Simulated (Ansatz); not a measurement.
Property card for Sc₃Al₂

The calculation used DFT PBE, scalar-relativistic, plane waves, PAW in Ansatz.

Settings: cutoff 420 eV, Γ-centred mesh 8×8×8 on the computed 5-atom cell, Gaussian smearing of 0.10 eV; no spin polarisation.

The structure is relaxed at this level of theory with its symmetry kept, and needn't be the ground state of this composition.

Space group Pm-3m (No. 221), cubic, a = 5.086 Å. Sc is surrounded by 2 Al at 2.54 Å, 4 Al at 3.60 Å and 8 Sc at 3.60 Å; Al on its first site has 6 Sc at 2.54 Å; around Al on its second site lie 12 Sc at 3.60 Å.

- Volume per atom: 26.32 Å³
- Formation energy from the elements' standard states (uncorrected): +0.327 eV/atom
- Kohn–Sham band gap: none (metal)
- Density of states at the Fermi level: 6.4 states/eV per cell
- Orbital (Löwdin) character within 0.5 eV of the Fermi level: Sc 3d 62 %, Al 3p 32 %
- Bader charge by site (e): Sc (3 in the cell) 1.18, Al (1 in the cell) -2.31, Al (1 in the cell) -1.23

The cell was found from a structure generator's guess, not taken from experiment. Löwdin shares on free-atom orbitals overweight diffuse shells.
